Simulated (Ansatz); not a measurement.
Input:

Sb₂Au:
```
Sb2Au
1.0
    0.00000     3.41853     3.41853
    3.41853     0.00000     3.41853
    3.41853     3.41853     0.00000
Au Sb
1 2
Direct
  0.00000   0.00000   0.00000
  0.25000   0.25000   0.25000
  0.75000   0.75000   0.75000
```

This is the r²SCAN-relaxed structure.

All from r²SCAN (plane waves, PAW; program Ansatz), unless another level is named. Estimate the electronic character.

metallic (no gap).

Predict the density of states at the Fermi level.

0.31 states/eV per atom (mean over ±0.08 eV).

And the formation energy from the elements (no fitted shifts)?

0.16 eV/atom.

Give the gap with spin–orbit coupling.

none (metallic).

Space group Fm-3m (fluorite or antifluorite type). The workflow started from an entry of the Crystallography Open Database (COD), which files this formula under 2 space groups. Its standing as an ambient phase is unchecked. The cell was relaxed with r²SCAN under the symmetry of its start. At this level the phase is mechanically unstable. Its formation energy is positive at this level, so the cell may be metastable or incomplete. The references are the lowest solids computed at this level, not always the standard phases. Scalar-relativistic: spin–orbit coupling is off unless named, which matters more the heavier the elements.

Potentials: the later of the program's two PAW sets.
